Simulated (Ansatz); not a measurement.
AlCo:
```
AlCo
1.0
    2.82306     0.00000     0.00000
    0.00000     2.82306     0.00000
    0.00000     0.00000     2.82306
Co Al
1 1
Direct
  0.00000   0.00000   0.00000
  0.50000   0.50000   0.50000
```
Starting moments (μB, in the order of the atoms Co Al): 0.1 0.0.

Relaxed with r²SCAN. Special points in fractions of this cell's reciprocal vectors: Γ (0.000, 0.000, 0.000); X (0.000, 0.500, 0.000); M (0.500, 0.500, 0.000); R (0.500, 0.500, 0.500).

Q: List the band energies nearest the Fermi level at these points for the program Ansatz at the r²SCAN level (PAW).

A: In eV from the Fermi level; about four levels below and three above (degenerate sets whole), none deeper than 8.9 eV; points with the same levels are listed once.

```json
[
 {"k": "Γ ↑", "below": "-3.32 -3.32 -1.13 -1.13 -1.13", "above": "6.48 6.48 6.48"},
 {"k": "X ↑", "below": "-2.67 -2.05 -2.05 -1.01", "above": "0.09 8.72 11.23 11.23"},
 {"k": "M ↑", "below": "-2.98 -2.98 -1.84 -1.84 -0.37", "above": "2.54 3.77 14.07"},
 {"k": "R ↑", "below": "-4.41 -4.41 -4.41 -0.33 -0.33", "above": "2.38 2.38 2.38"},
 {"k": "Γ ↓", "below": "-3.04 -3.04 -1.05 -1.05 -1.05", "above": "6.44 6.44 6.44"},
 {"k": "X ↓", "below": "-2.34 -1.99 -1.99 -0.93", "above": "0.50 8.69 11.21 11.21"},
 {"k": "M ↓", "below": "-3.05 -3.05 -1.77 -1.77", "above": "0.08 2.74 3.81"},
 {"k": "R ↓", "below": "-4.39 -4.39 -4.39", "above": "0.12 0.12 2.29 2.29 2.29"}
]
```

Space group Pm-3m (CsCl type). Symmetry was held in the r²SCAN relaxation. Magnetic state: ferromagnetic, the only order run, not a proven ground state. The cell computed holds one magnetic atom, so no antiferromagnetic order was within reach. Other orbital occupations within this spin state were not tried. For itinerant 3d metals, meta-GGAs of the SCAN family and hybrids are commonly reported to give too large moments.

Potentials: the earlier of the program's two PAW sets.
